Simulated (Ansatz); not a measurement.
## Property card for SiC

SiC:
```xyz
6
Lattice="3.0849 0.0000 0.0000 -1.5425 2.6716 0.0000 0.0000 0.0000 7.0617" Properties=species:S:1:pos:R:3 pbc="T T T"
Si     1.5425     0.0000     3.5308
Si    -0.7712     1.3358     1.1769
Si     0.7712     1.3358     5.8847
C      1.5425     0.0000     0.0000
C     -0.7712     1.3358     4.7078
C      0.7712     1.3358     2.3539
```

Space group P6_222 (No. 180); conventional cell a = b = 3.0849 Å, c = 7.0617 Å, α = β = 90.00°, γ = 120.00°.

Method: PBE in the plane-wave PAW code Ansatz. Structure relaxed to zero pressure with the same functional. Other levels are named where they apply.

### Cell and energy

```yaml
volume_per_atom: 9.70 Å³
density: 3.43 g/cm³
Formation energy from the elements (no fitted shifts): 362 meV/atom
```

### Electronic structure

```yaml
band_gap: 0.87 eV (indirect)
valence_band_maximum: at Γ
conduction_band_minimum: at M (3 equivalent valleys)
smallest_direct_gap_on_the_standard_path: 3.00 eV
electron_effective_mass: 0.17, 0.45, 0.77 mₑ (principal values)
hole_effective_mass: 0.39, 0.39, 3.6 mₑ (principal values)
HSE06 gap on the PBE cell: 1.66 eV
```

### Mechanics

```yaml
Bulk modulus (Birch–Murnaghan fit): 219 GPa
Pressure derivative B′: 4.0
Elastic constants (relaxed ions, GPa): C11 = 440, C12 = 84.7, C13 = 94.8, C33 = 589, C44 = 199
mechanical_stability: stable (all eigenvalues of C positive)
hill_bulk_and_shear_moduli: 222 and 194 GPa
Young's modulus: 450 GPa
Poisson's ratio: 0.16
debye_temperature_from_the_elastic_constants: 1150 K
Piezoelectric stress constants (proper, relaxed ions, C/m²): e14 = 0.48, e25 = -0.48
```

### Dielectric response

```yaml
Electronic dielectric constant ε∞ (DFPT): 11.2 (xx = yy), 11.3 (zz)
Static dielectric constant ε0 (ions relaxed, cell fixed): 22.5 (xx = yy), 17.4 (zz)
Born charges (a third of the trace): Si +3.21, C -3.21 e
```

### Phonons

```yaml
Highest zone-centre frequency (without LO–TO term): 823 cm⁻¹
zone_centre_stability: no imaginary mode at Γ
dynamical_stability_on_the_path: stable (no imaginary branch)
zero_point_energy: 97.5 meV/atom
Vibrational entropy at 300 K: 10.3 J/(K·mol of atoms)
```

### Charges

```yaml
bader_charges: Si +2.62, C -2.62 e
```

A made-up cell: these elements were put on the sites of a structure type; neither database checked (COD, Materials Project) lists it. It is not the phase usual at ambient conditions (space group No. 186, 216). Symmetry was held in the PBE relaxation. Signs of piezoelectric constants follow the polarity of the cell as given. The references are the lowest solids computed at this level, not always the standard phases.

Potentials: the later of the program's two PAW sets.
